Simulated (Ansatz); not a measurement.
Method: HSE06, no spin polarisation; PAW, plane waves to 420 eV, 3×3×1 Γ-centred mesh, fermi-dirac occupations (width 0.0949 eV) (Ansatz 0.2.0), atoms fixed.

Computed maps in the lattice plane spanned by a (left to right, 4.33 Å, 13 points from zero) and b (bottom to top, 4.33 Å, 13 points from zero), 90° apart, at height 0.163 along c. The fields are smooth PAW ones with compensation charges, not the true ones near nuclei.

Valence density. Digits on a logarithmic scale: 0 up to 0.03 e/Å³, each further digit a factor of 1.6, 9 from 1.3 e/Å³ up:
```
3345899998543
4444699996444
5544567765445
9865455554568
9996544445699
9997544445799
9997544445799
9996544445699
9865455554568
5544567765445
4444699996444
3345899998543
3345999999543
```

ELF. Ten even steps from '0' (0.15) to '9' (0.88):
```
0000247742000
0000024420000
0000000000000
2200111111002
5420133331024
9740133331047
9740133331047
5420133331024
2200111111002
0000000000000
0000024420000
0000247742000
0000259952000
```

Q: The cell is Cd$_{4}$HgAs$_{3}$. Which atoms lie within 0.2 Å of this plane, and where (fractions of a and b)?

A: Cd at (0.00, 0.50), Cd at (0.50, 0.00). The whole cell:
```xyz
8
Lattice="4.3253 0.0000 0.0000 0.0000 4.3253 0.0000 0.0000 0.0000 10.3705" Properties=species:S:1:pos:R:3 pbc="T T T"
Hg    0.0000    0.0000    5.1852
Cd    0.0000    2.1626    1.6928
Cd    2.1626    0.0000    1.6928
Cd    0.0000    2.1626    8.6777
Cd    2.1626    0.0000    8.6777
As    2.1626    2.1626    3.1267
As    2.1626    2.1626    7.2438
As    0.0000    0.0000    0.0000
```

Origin: a known structure type with other elements, at an estimated volume, so it need not be a known compound. Caveats: hybrid functional on a coarse k mesh.
